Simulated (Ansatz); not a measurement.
These are results of Ansatz 0.2.0, DFT PBE, scalar-relativistic, plane waves, PAW, not measurements. Settings: cutoff 420 eV, Γ-centred meshes spaced at most about 0.3 Å⁻¹, and about 0.25 Å⁻¹ or finer for metals (2π included), Gaussian smearing. Collinear spin in cells that started with moments and kept them past the coarse steps, no spin elsewhere.

These are static total energies at zero pressure.

Compare these two cells of Zn2SiN3, each relaxed at this level.

A. (site moments N 0.6 (×2) μB)

Space group Cmmm (No. 65). a = 7.064 Å, b = 13.423 Å, c = 3.312 Å, α = 90.00°, β = 90.00°, γ = 90.00°
| atom | site | symmetry | x | y | z |
| --- | --- | --- | --- | --- | --- |
| Zn | 4j | m2m | 0.5000 | 0.2500 | 0.5000 |
| Si | 2a | mmm | 0.0000 | 0.0000 | 0.0000 |
| N | 4f | ..2/m | 0.2500 | 0.2500 | 0.5000 |
| N | 2d | mmm | 0.0000 | 0.0000 | 0.5000 |

B. (no spin)

Space group P6/mmm (No. 191). a = 5.314 Å, b = 5.314 Å, c = 2.864 Å, α = 90.00°, β = 90.00°, γ = 120.00°
```tsv
atom	site	symmetry	x	y	z
Zn	2c	-6m2	0.3333	0.6667	0.0000
Si	1a	6/mmm	0.0000	0.0000	0.0000
N	3g	mmm	0.5000	0.0000	0.5000
```

Question: Which would you expect to be lower, and how large is the difference?

Answer: A is lower, by 0.32 eV/atom. A has space group Cmmm (No. 65), 26.2 Å³/atom and no gap on its mesh; B has space group P6/mmm (No. 191), 11.7 Å³/atom and no gap. The shortest distance is 1.66 Å (Si–N) in A and 2.10 Å (Zn–N) in B. Their magnetic states differ too, which can make part of the margin. Even the lower one lies +1.15 eV/atom against the reference forms of the elements (uncorrected), so neither is stable at this level. In A, Zn has 2 N at 1.77 Å; Si is surrounded by 2 N at 1.66 Å; N on a site of symmetry 2/m has 2 Zn at 1.77 Å; 1 more site not described. In B, Zn is surrounded by 6 N at 2.10 Å, 2 Zn at 2.86 Å, 3 Si at 3.07 Å and 3 Zn at 3.07 Å; Si has 2 Si at 2.86 Å, 12 N at 3.02 Å and 6 Zn at 3.07 Å; N has 4 Zn at 2.10 Å, 4 N at 2.66 Å, 2 N at 2.86 Å and 4 Si at 3.02 Å. Both come from invented guesses.

No dispersion correction is applied, so the spacing and binding between layers, chains or molecules are poorly described (Cmmm), and this can change margins and order among such cells. In P6/mmm an odd number of electrons in the primitive cell allows no gap without spin; a larger cell or a magnetic state could open one. The magnetic state reached may not be the lowest. Cells relaxed within their symmetry can be saddle points. Some structure types and database cells were kept out of the candidates from the start, so a known form may be missing.
